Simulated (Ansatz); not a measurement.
CrO₂ (rutile, P4_2/mnm) under volume change, DFT-PBEsol in the program Ansatz with PAW potentials, shape and atoms relaxed at each volume.

| V (Å³/atom) | E − E(relaxed) (meV/atom) | P (GPa) |
|---|---|---|
| 8.450 | 72.0 | 30.16 |
| 8.729 | 30.1 | 18.35 |
| 9.007 | 7.1 | 8.39 |
| 9.286 | 0.0 | 0.00 |
| 9.565 | 6.3 | -7.02 |
| 9.843 | 23.7 | -12.85 |
| 10.122 | 50.3 | -17.58 |

**Question.** What does a third-order Birch–Murnaghan fit give for V₀, B₀ and B′?

**Answer.** V₀ = 9.29 Å³/atom, B₀ = 253 GPa, B′ = 4.9.

The PBEsol relaxation kept the symmetry of its start. Spin order of the final state: ferromagnetic, chosen from 5 collinear starts compared on coarse meshes (ties went to the first, and starts can fall back to one state), not a proven ground state. Textbook magnetic order: ferromagnetic. No Hubbard U is applied.

Potentials: the later of the program's two PAW sets.
